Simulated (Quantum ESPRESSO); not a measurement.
# Planted mistakes on one cell of Mg7ZnO8

Calculated results; nothing here was measured. They come from pw.x of Quantum ESPRESSO 7.5, a plane-wave density functional program, with PseudoDojo standard norm-conserving files (v0.5 for PBE, v0.4.1 for LDA and PBEsol). The cells are made up: elements, strain and atom displacements were drawn at random, and nothing was relaxed. There is no spin polarisation, spin-orbit coupling or dispersion term.

The cell has 16 sites of a zincblende or diamond lattice (two cubes along c). Sites 1 to 8 hold Mg Mg Mg Zn Mg Mg Mg Mg; sites 9 to 16 hold O O O O O O O O. Cell vectors in Å: (4.610, 0.000, 0.000); (0.000, 4.610, 0.000); (0.000, 0.000, 9.219). Settings: PBE, cutoff 1143 eV, 5 x 5 x 3 k mesh shifted by half a step, Fermi-Dirac smearing of 0.025 eV.

The intended run has a self-consistency threshold of 1e-07 eV, a smearing term of 0.000 eV, a pressure of 4.26 GPa and 13 iterations. Each further run changes one thing: all lengths scaled by 1.0180; atoms of sites 4 and 5 exchanged; cutoff 825 eV; files of PBEsol; one electron added; smearing 0.74 eV; threshold 0.4 eV. A coarse mesh keeps the shift, and a charged cell sits in a uniform background.

```
run  change of free energy (eV)  smearing term -TS (eV)  change of P (GPa)  largest change of a force component (eV/Å)  iterations
  A                      31.917                   0.000              -3.27                                       0.214          13
  B                       0.057                   0.000               0.02                                       0.393          12
  C                       9.088                  -0.003              12.00                                       0.696          13
  D                      -0.530                  -2.211               1.33                                       0.257          14
  E                       0.051                   0.000               3.90                                       0.273           5
  F                      -0.073                   0.000              -6.16                                       0.516          13
  G                       4.935                   0.000             -35.31                                       0.065          13
```

A rerun of the intended cell at 1437 eV and k mesh 7 x 7 x 5 moved values by no more than 0.007 eV in the cell's energy, 0.05 GPa in stress and 0.005 eV/Å in force.

Question: which change belongs to which run?

## Worked reading

Run E has the fewest iterations, as a run stopped early does. Run D has the largest smearing term, as wide smearing gives. Run G has a higher energy and the largest fall in pressure, as too small a basis gives. Run F changes the volume by a factor of 1.0550; minus its pressure change over the logarithm of that factor, 115 GPa, is a rough bulk modulus with clamped atoms. Energies from files of another functional, or of a charged cell, have another zero and say nothing on stability; the pressure of a charged cell rests on the program's zero of potential too.

## Key

```
run                            change
  A                   files of PBEsol
  B  atoms of sites 4 and 5 exchanged
  C                one electron added
  D                  smearing 0.74 eV
  E                  threshold 0.4 eV
  F      all lengths scaled by 1.0180
  G                     cutoff 825 eV
```